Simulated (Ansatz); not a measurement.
Given:

BaCuSF:
```cif
data_Ba2Cu2F2S2
_chemical_formula_sum 'Ba2 Cu2 S2 F2'
_space_group_name_H-M_alt 'P 1'
_space_group_IT_number 1
_cell_length_a 4.09288
_cell_length_b 4.09288
_cell_length_c 9.06911
_cell_angle_alpha 90.000
_cell_angle_beta 90.000
_cell_angle_gamma 90.000
loop_
_space_group_symop_operation_xyz
  'x, y, z'
loop_
_atom_site_label
_atom_site_type_symbol
_atom_site_fract_x
_atom_site_fract_y
_atom_site_fract_z
_atom_site_occupancy
Ba1 Ba 0.00000 0.50000 0.82094 1
Ba2 Ba 0.50000 0.00000 0.17906 1
Cu1 Cu 0.50000 0.50000 0.50000 1
Cu2 Cu 0.00000 0.00000 0.50000 1
S1 S 0.00000 0.50000 0.35676 1
S2 S 0.50000 0.00000 0.64324 1
F1 F 0.50000 0.50000 0.00000 1
F2 F 0.00000 0.00000 0.00000 1
```

This is the r²SCAN-relaxed structure.

Problem. All from r²SCAN (plane waves, PAW; program Ansatz), unless another level is named. Predict the zero-point energy.

Solution. 29.6 meV/atom.

Problem. Predict the Debye temperature from the elastic constants.

Solution. 293 K.

Problem. And the vibrational entropy at 300 K?

Solution. 36.5 J/(K·mol of atoms).

Space group P4/nmm. The first step of the workflow began from a Materials Project structure, measured or hypothetical; the Crystallography Open Database copy checked does not list it. Its standing as an ambient phase is unchecked. Symmetry was held in the r²SCAN relaxation; phonons on a q-mesh show no instability. The run is not spin-polarised. No Hubbard U is applied. Spin–orbit coupling is left out wherever it is not named.

Potentials: the earlier of the program's two PAW sets.
